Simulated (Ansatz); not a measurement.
## ScNbP₂SO₁₂: Sc-45 nuclear quadrupole resonance

Cell: a Materials Project structure (computed, not necessarily an observed phase), taken as it stands.

```
CELL_PARAMETERS angstrom
7.66598 -4.41620 0.00000
7.66598 4.41620 0.00000
-5.18877 0.00000 7.59895
ATOMIC_POSITIONS crystal
Sc 0.14061 0.64550 0.93298
Sc 0.64550 0.14061 0.43298
Nb 0.84394 0.36377 0.07086
Nb 0.36377 0.84394 0.57086
P 0.53289 0.46014 0.24722
P 0.96303 0.74996 0.24702
P 0.74996 0.96303 0.74702
P 0.46014 0.53289 0.74722
S 0.24797 0.03841 0.24948
S 0.03841 0.24797 0.74948
O 0.37115 0.49405 0.08672
O 0.22343 0.87909 0.09216
O 0.99437 0.72145 0.08706
O 0.72145 0.99437 0.58706
O 0.87909 0.22343 0.59216
O 0.49405 0.37115 0.58672
O 0.63784 0.50455 0.91501
O 0.77369 0.13964 0.91398
O 0.01216 0.26859 0.90743
O 0.26859 0.01216 0.40743
O 0.13964 0.77369 0.41398
O 0.50455 0.63784 0.41501
O 0.29209 0.57403 0.78141
O 0.91247 0.79395 0.78082
O 0.07044 0.40689 0.77490
O 0.40689 0.07044 0.27490
O 0.79395 0.91247 0.28082
O 0.57403 0.29209 0.28141
O 0.71000 0.43823 0.22217
O 0.07944 0.20733 0.22329
O 0.93938 0.56951 0.21748
O 0.56951 0.93938 0.71748
O 0.20733 0.07944 0.72329
O 0.43823 0.71000 0.72217
```

Atom numbers follow the list; atoms alike are taken as one site, whose name carries the number of the first.

The numbers come from a DFT calculation in Ansatz (PBE, plane waves and PAW, scalar-relativistic, 420 eV cutoff, Γ-centred 3×3×3 k-points, Fermi–Dirac smearing 0.02 eV).

Sc-45: I = 7/2, Q = -220.0 mb (year-2017 value). Static lattice, zero field.

(1) At which frequencies do the Sc-45 NQR lines lie?

Results:

(1) For I = 7/2 and η = 0 the lines are |C_Q|/14 times 1, 2 and 3; η shifts the lowest up most.

```tsv
site	atoms	V_zz (10²¹ V/m²)	C_Q (MHz)	η	line frequencies (MHz)
Sc	1, 2	3.73	-19.9	0.12	1.49, 2.81, 4.25
```

The largest force is 0.6 eV/Å, so the atoms aren't at the calculated equilibrium and relaxing them would move these values.

The run took 2.9 min of wall time (2.9 min of CPU time) and 1.1 GiB at its peak, on 1 thread of Arm Neoverse V1 (aarch64; 8 cores open to the job, memory cap 2.5 GiB, no GPU), a shared host with a load of 0.3 a core.
